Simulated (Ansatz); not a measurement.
# NbAs: from a starting cell to a relaxed one

The start is a generated cell, NbAs placed in the NbAs structure type. The structure is fully relaxed (lattice and positions, P = 0) with PBEsol (plane waves to 420 eV, PAW, scalar-relativistic; Ansatz, an electronic-structure program). The first steps use a coarse 9×9×9 k-mesh.

Starting cell:
```yaml
crystal:
  lattice:
    - [-1.72500, 1.72500, 5.84000]
    - [1.72500, -1.72500, 5.84000]
    - [1.72500, 1.72500, -5.84000]
  atoms:
    - { symbol: Nb, position: [0.50000, 0.50000, 0.00000] }
    - { symbol: Nb, position: [0.25000, 0.75000, 0.50000] }
    - { symbol: As, position: [0.91600, 0.91600, 0.00000] }
    - { symbol: As, position: [0.66600, 0.16600, 0.50000] }
```

- Initial pressure: -2 GPa (negative: the cell is under tension)
- Largest initial force: about 0.3 eV/Å, on Nb1, Nb2, As3, As4 (atoms numbered as listed)
- Outcome: The space group stays I4₁md (No. 109) (the run could not lower it), with 4 atoms in the primitive cell
- Energy released: under 0.01 eV/atom
- Volume change: -1.4 %, from 17.38 to 17.14 Å³/atom
- Shortest distances (start → end): The closest pairs of elements (up to four, under 3.6 Å), start → end: As–Nb 2.60 → 2.60 Å; As–As 3.39 → 3.37 Å; Nb–Nb 3.39 → 3.37 Å
- Band gap at the end: no gap on the sampled points, where the bands overlap only slightly; such a result is sensitive to mesh and level
- Optimiser moves: 5

Final structure:

```cif
data_As4Nb4
_chemical_formula_sum 'Nb4 As4'
_space_group_name_H-M_alt 'I41md'
_space_group_IT_number 109
_space_group_name_Hall 'I 4bw -2'
_cell_length_a 3.43935
_cell_length_b 3.43935
_cell_length_c 11.59297
_cell_angle_alpha 90.000
_cell_angle_beta 90.000
_cell_angle_gamma 90.000
loop_
_atom_site_label
_atom_site_type_symbol
_atom_site_symmetry_multiplicity
_atom_site_Wyckoff_symbol
_atom_site_fract_x
_atom_site_fract_y
_atom_site_fract_z
_atom_site_occupancy
Nb1 Nb 4 a 0.00000 0.00000 0.74874 1
As1 As 4 a 0.00000 0.00000 0.16726 1
```
(The calculation used a cell of 4 atoms; values per cell refer to that cell.)

Final values are on a 19×19×19 k-mesh of the relaxed cell. No spin polarisation in the result.

The run could not lose the symmetry of its start; a randomly shaken copy of 4 atoms returns to this structure.
